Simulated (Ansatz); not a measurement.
A generator proposed this cell of YAl3F7.

```yaml
crystal:
  lattice:
    - [5.10458, 0.00000, 0.00000]
    - [-2.55229, 4.42070, 0.00000]
    - [0.00000, 0.00000, 8.04677]
  atoms:
    - { symbol: Y, position: [0.00000, 0.00000, 0.50000] }
    - { symbol: Al, position: [0.66667, 0.33333, 0.72496] }
    - { symbol: Al, position: [0.66667, 0.33333, 0.27504] }
    - { symbol: Al, position: [0.00000, 0.00000, 0.00000] }
    - { symbol: F, position: [0.66667, 0.33333, 0.50000] }
    - { symbol: F, position: [0.29639, 0.14819, 0.90095] }
    - { symbol: F, position: [0.85181, 0.14819, 0.90095] }
    - { symbol: F, position: [0.85181, 0.70361, 0.90095] }
    - { symbol: F, position: [0.29639, 0.14819, 0.09905] }
    - { symbol: F, position: [0.85181, 0.14819, 0.09905] }
    - { symbol: F, position: [0.85181, 0.70361, 0.09905] }
```

Computed with DFT PBE, scalar-relativistic, plane waves, PAW in Ansatz 0.2.0. Settings: cutoff 420 eV, Γ-centred mesh 6×6×2 on the computed 11-atom cell, Gaussian smearing of 0.10 eV; no spin polarisation.

Formation energies are uncorrected and refer to the elements' standard structures at the same level (F₂ as a molecule).

Question: Estimate its pressure, forces and energy as it stands.

Answer: The pressure is 37.9 GPa (the mean over three directions, positive in compression), the largest force is 19.69 eV/Å, and the energy is −0.73 eV/atom against the elements. The shortest distance is 1.53 Å, so close that the PAW spheres overlap strongly and these values are rough.

Question: Is it a good guess?

Answer: A poor one: relaxing gains about 1.7 eV/atom (the start's value is from the coarse mesh, so the gain is rough) in 21 ionic steps and ends at −2.39 eV/atom on the finer mesh. The symmetry stays P-6m2 (No. 187). The volume per atom grows by 15.8 %, from 16.5 to 19.1 Å³. The shortest distance goes from 1.53 Å (Al–F) to 1.81 Å (Al–F). The ratio c/a of the conventional cell changes by a factor of 1.39. Conventional cell: a = 4.797 Å, c = 10.547 Å. Around Y lie 3 F at 2.77 Å; around Al on a site of symmetry 3m lie 3 F at 1.81 Å and 1 F at 2.93 Å; around F on a site of symmetry -6m2 lie 3 Y at 2.77 Å and 2 Al at 2.93 Å; 2 more sites not described.

The last run used a 12×12×4 mesh (in the run's order of axes) for its 11-atom cell and Gaussian smearing of 0.10 eV. No dispersion correction is applied, so the spacing and binding between layers, chains or molecules are poorly described. An odd number of electrons in the primitive cell allows no gap without spin; a larger cell or a magnetic state could open one. The relaxation can't lower the symmetry of the start, and the grade says only how near the guess is to its own end. Symmetry constrained the relaxation, so the result can be a saddle point.
